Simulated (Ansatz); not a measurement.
Total density of states per atom from the program Ansatz at the PBE+D3(BJ) level (PAW), in 0.25 eV bins, energy from the Fermi level:

(E (eV), states/eV/atom): (-3.85, 0.00); (-3.60, 0.06); (-3.35, 0.12); (-3.10, 0.16); (-2.85, 0.19); (-2.60, 0.21); (-2.35, 0.24); (-2.10, 0.26); (-1.85, 0.28); (-1.60, 0.30); (-1.35, 0.32); (-1.10, 0.33); (-0.85, 0.35); (-0.60, 0.38); (-0.35, 0.40); (-0.10, 0.44); (0.15, 0.53); (0.40, 0.54); (0.65, 0.49); (0.90, 0.44); (1.15, 0.39); (1.40, 0.34); (1.65, 0.29); (1.90, 0.24); (2.15, 0.19); (2.40, 0.13); (2.65, 0.10); (2.90, 0.12); (3.15, 0.16); (3.40, 0.26); (3.65, 0.73); (3.90, 0.64); (4.15, 0.55); (4.40, 0.49); (4.65, 0.46)

### Question
Which of these materials gives this?
A) Na, bcc (W type)
B) Li, bcc (W type)
C) Nb, bcc (W type)
D) Y, hcp (Mg type)

### Answer
B, Li, bcc (W type). Within 0.5 eV of the Fermi level: Li 2s 62 %, outside the projected shells 38 %. Projections are on Löwdin-orthogonalised atomic valence shells; empty p or d shells of many metals are not among them.

Space group Im-3m (bcc (W type)). The PBE+D3(BJ) relaxation kept the symmetry of its start. The pairwise dispersion correction was not fitted to metals.

Potentials: the later of the program's two PAW sets.
